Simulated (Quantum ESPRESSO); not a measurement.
**Band energies of AlPO4**

```
AlPO4
1.0
   -2.51036     2.51036     3.68908
    2.51036    -2.51036     3.68908
    2.51036     2.51036    -3.68908
O Al P
4 1 1
Direct
  0.96198   0.59811   0.82493
  0.40189   0.22682   0.36387
  0.77318   0.13705   0.17507
  0.86295   0.03802   0.63613
  0.00000   0.00000   0.00000
  0.75000   0.25000   0.50000
```

PBEsol (Quantum ESPRESSO, PseudoDojo norm-conserving, 84 Ry, no spin-orbit coupling); path ΓXYSΓZS1NPY1Z,XP; energies in eV from the valence-band maximum.

```csv
k (1/Å),point,band 12,band 13,band 14,band 15,band 16,band 17,band 18,band 19
0.00,Γ,-1.77,-1.72,-0.57,0.00,0.00,5.87,8.77,10.33
0.22,,-1.80,-1.76,-0.54,-0.05,-0.03,6.18,8.94,9.86
0.66,,-2.12,-1.68,-0.52,-0.28,-0.22,8.02,9.33,9.72
0.88,X,-2.20,-1.58,-0.54,-0.30,-0.29,8.69,9.21,10.00
1.09,,-2.02,-1.59,-0.55,-0.39,-0.29,8.83,9.25,9.78
1.29,Y,-1.93,-1.62,-0.67,-0.41,-0.32,9.15,9.29,9.53
1.29,S,-1.96,-1.71,-0.78,-0.46,-0.23,8.91,9.17,9.37
1.66,,-1.90,-1.64,-0.56,-0.39,-0.11,7.46,9.34,9.65
2.03,,-1.77,-1.75,-0.55,-0.04,-0.02,6.09,8.89,9.93
2.21,Γ,-1.77,-1.72,-0.57,0.00,0.00,5.87,8.77,10.33
2.38,,-1.80,-1.80,-0.58,-0.03,-0.03,6.06,8.82,10.29
2.72,,-2.02,-2.02,-0.71,-0.20,-0.20,7.31,9.10,10.16
3.06,Z,-2.20,-2.09,-0.86,-0.27,-0.27,8.56,9.01,10.13
3.06,S1,-1.96,-1.71,-0.78,-0.46,-0.23,8.91,9.17,9.37
3.23,,-1.93,-1.62,-0.70,-0.50,-0.19,8.63,8.94,9.57
3.58,N,-1.84,-1.72,-0.63,-0.37,-0.12,8.06,8.73,9.73
3.89,,-1.81,-1.67,-0.67,-0.40,-0.16,8.49,8.87,9.63
4.20,P,-2.00,-1.58,-0.58,-0.37,-0.34,9.02,9.30,9.31
4.50,,-1.93,-1.60,-0.59,-0.45,-0.23,8.90,9.24,9.46
4.79,Y1,-1.93,-1.62,-0.67,-0.41,-0.32,9.15,9.29,9.53
5.03,,-2.05,-1.83,-0.82,-0.32,-0.31,8.76,9.15,9.81
5.27,Z,-2.20,-2.09,-0.86,-0.27,-0.27,8.56,9.01,10.13
5.27,X,-2.20,-1.58,-0.54,-0.30,-0.29,8.69,9.21,10.00
5.41,,-2.15,-1.58,-0.55,-0.31,-0.31,8.74,9.22,9.86
5.69,P,-2.00,-1.58,-0.58,-0.37,-0.34,9.02,9.30,9.31
```

The PBEsol gap is direct, 5.87 eV at Γ.

Geometry of the Materials Project entry, not relaxed at this level.
